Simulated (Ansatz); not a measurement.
Si:
```xyz
2
Lattice="0.0000 2.7222 2.7222 2.7222 0.0000 2.7222 2.7222 2.7222 0.0000" Properties=species:S:1:pos:R:3 pbc="T T T"
Si     2.7222     2.7222     2.7222
Si     4.0833     4.0833     4.0833
```

Relaxed with r²SCAN. Special points in fractions of this cell's reciprocal vectors: Γ (0.000, 0.000, 0.000); X (0.500, 0.000, 0.500); U (0.625, 0.250, 0.625); K (0.375, 0.375, 0.750); L (0.500, 0.500, 0.500); W (0.500, 0.250, 0.750).

Problem. List the band energies nearest the valence-band maximum at these points for r²SCAN (plane waves, PAW; program Ansatz).

Solution. In eV from the valence-band maximum; about four levels below and three above (degenerate sets whole), none deeper than 8.9 eV; points with the same levels are listed once.

```tsv
k	below	above
Γ	0.00 0.00 0.00	2.74 2.74 2.74
X	-8.14 -8.14 -3.00 -3.00	0.92 0.92 10.80 10.80
U	-8.58 -7.52 -4.46 -2.55	1.43 4.45 7.94
L	-7.24 -1.27 -1.27	1.84 3.57 3.57
W	-7.97 -7.97 -4.00 -4.00	4.59 4.59 5.39 5.39
```

Space group Fd-3m (diamond). The cell was relaxed with r²SCAN under the symmetry of its start; phonons on a q-mesh show no instability.

Potentials: the later of the program's two PAW sets.
